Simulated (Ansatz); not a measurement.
All numbers below come from DFT PBE, scalar-relativistic, plane waves, PAW in Ansatz 0.2.0. All cells share a 420 eV cutoff and Γ-centred k meshes spaced at most about 0.3 Å⁻¹ (about 0.25 or finer for metals, 2π included). No spin polarisation in the final relaxations.

Temperature and zero-point effects are left out.

Two relaxed structures of Ga2BAs3:

1.

```xyz
6
Lattice="-1.9036 1.9036 8.3329 1.9036 -1.9036 8.3329 1.9036 1.9036 -8.3329" Properties=species:S:1:pos:R:3 pbc="T T T"
Ga    0.0000    0.0000   10.9933
Ga    0.0000    0.0000    5.6726
B     0.0000    0.0000    0.0000
As    0.0000    1.9036    1.1321
As    1.9036    0.0000    4.1665
As    0.0000    1.9036    7.2008
```

2.

```xyz
6
Lattice="3.8481 0.0000 0.0000 -1.9241 3.3326 0.0000 0.0000 0.0000 9.5232" Properties=species:S:1:pos:R:3 pbc="T T T"
Ga    0.0000    0.0000    0.1110
Ga    0.0000    2.2217    6.2438
B     1.9241    1.1109    3.2335
As    0.0000    2.2217    8.7008
As    1.9241    1.1109    5.3103
As    0.0000    0.0000    2.5896
```

Problem. Which is lower in energy, and by how much?

Solution. Cell 1 is lower, by 22 meV/atom. Cell 1 has Ga and B ordered on zinc blende sites, space group I-4m2 (No. 119), 20.1 Å³/atom and a gap of 0.46 eV on its mesh; cell 2 has Ga and B ordered on zinc blende sites, space group P3m1 (No. 156), 20.4 Å³/atom and no gap. Counting As atoms around B and Ga (those within 1.25 times the shortest such distance or 1.15 times the sum of covalent radii; a plus sign parts nearer from farther groups), cell 1 has Ga 4, B 4 and cell 2 has Ga 4, B 1+3. Both come from invented guesses.

Kohn–Sham gaps at this level usually fall short of measured ones. The zero gap of P3m1 may come from the functional, which often closes small gaps, or the cell may be a true semimetal. Cells relaxed within their symmetry can be saddle points.
